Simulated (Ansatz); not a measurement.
GaSb:
```
GaSb
1.0
    4.32891     0.00000     0.00000
   -2.16445     3.74894     0.00000
    0.00000     0.00000    14.20170
Ga Sb
4 4
Direct
  0.66667   0.33333   0.99976
  0.00000   0.00000   0.25048
  0.33333   0.66667   0.49976
  0.00000   0.00000   0.75048
  0.66667   0.33333   0.18774
  0.00000   0.00000   0.43702
  0.33333   0.66667   0.68774
  0.00000   0.00000   0.93702
```

Relaxed with r²SCAN. 

Task: HSE06 on this cell (Ansatz, an electronic-structure program, PAW) gives a gap of 0.80 eV. What does r²SCAN give?

Result: 0.42 eV.

Cost on shared cores: the r²SCAN run (SCF on a 7×7×2 mesh, then bands and DOS) roughly 6 core-minutes, the HSE06 run (SCF on 4×4×2, then a few points) very roughly 8 core-minutes; the tasks are unlike.

Space group P6_3mc. The start of the workflow was typed in or built on a structure type; the Crystallography Open Database copy checked does not list it. It is not the phase usual at ambient conditions (space group No. 216). Symmetry was held in the r²SCAN relaxation; its stability against distortions is not shown here. Spin–orbit coupling is left out wherever it is not named.

Potentials: the earlier of the program's two PAW sets.

Ansatz is a plane-wave DFT program.
